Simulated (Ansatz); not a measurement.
Relaxed-ion elastic tensor of TiC (rock salt, space group No. 225) in GPa (Voigt order), PBEsol in the plane-wave PAW code Ansatz; density 5.03 g/cm³, 9.89 Å³ per atom.

```
555  124  124  0.0  0.0  0.0
124  555  124  0.0  0.0  0.0
124  124  555  0.0  0.0  0.0
0.0  0.0  0.0  173  0.0  0.0
0.0  0.0  0.0  0.0  173  0.0
0.0  0.0  0.0  0.0  0.0  173
```

Question: Is the crystal mechanically stable?

Answer: Yes: the smallest eigenvalue of C is 173 GPa.

Question: Work out the Voigt, Reuss and Hill averages.

Answer: K_V = 268, K_R = 268, K_H = 268; G_V = 190, G_R = 188, G_H = 189 GPa.

Question: Give Young's modulus, Poisson's ratio, Pugh's ratio and the universal anisotropy index.

Answer: E = 9KG/(3K + G) = 459 GPa; ν = 0.21; K/G = 1.41 (brittle by the Pugh limit of 1.75); A_U = 5G_V/G_R + K_V/K_R − 6 = 0.06.

Question: Estimate the sound speeds and the Debye temperature.

Answer: v_l = √((K + 4G/3)/ρ) = 10200 m/s, v_t = √(G/ρ) = 6130 m/s, mean 6780 m/s; Θ = (h/k)(3n/4πV)^(1/3) v_m = 941 K.

Question: Give the Zener ratio and Young's modulus along [100], [110] and [111].

Answer: A = 2C44/(C11 − C12) = 0.80; 1/E = S11 − 2(S11 − S12 − S44/2)Γ with Γ = 0, 1/4, 1/3 gives 510, 445, 427 GPa.

Question: Solve the Christoffel equation for the three sound speeds along [100], [110], [111].

Answer: Eigenvalues of C_ijkl n_j n_l equal ρv². In km/s, slowest first: [100] 5.87, 5.87, 10.51; [110] 5.87, 6.55, 10.10; [111] 6.33, 6.33, 9.96.

Space group Fm-3m (rock salt). The cell was relaxed with PBEsol under the symmetry of its start. The run is not spin-polarised. As this level gives no gap, shear constants depend on the k-mesh and smearing (Fermi–Dirac, 0.1 eV here).

Potentials: the earlier of the program's two PAW sets. The files were generated under PBE; for other functionals the program regenerates the frozen cores, and for LDA and PBEsol the local potential too.
